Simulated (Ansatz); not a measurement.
Mg in space group P6/mmm (No. 191; Mg on 2e, Mg on 2d, Mg on 3f) under volume change, PBEsol in the plane-wave PAW code Ansatz, shape and atoms relaxed at each volume.

| V (Å³/atom) | E − E(relaxed) (meV/atom) | P (GPa) |
|---|---|---|
| 21.161 | 24.0 | 3.98 |
| 21.859 | 10.1 | 2.45 |
| 22.556 | 2.4 | 1.13 |
| 23.254 | 0.0 | 0.00 |
| 23.951 | 2.2 | -0.97 |
| 24.649 | 8.3 | -1.81 |
| 25.347 | 17.8 | -2.53 |

### Question
What does a third-order Birch–Murnaghan fit give for V₀, B₀ and B′?

### Answer
V₀ = 23.25 Å³/atom, B₀ = 34.9 GPa, B′ = 4.0.

The start of the workflow was typed in or built on a structure type; the Crystallography Open Database copy checked does not list it. It is not the phase usual at ambient conditions (space group No. 194). The cell was relaxed with PBEsol under the symmetry of its start; of distortions, only those at the zone centre were tested.

Potentials: the earlier of the program's two PAW sets.
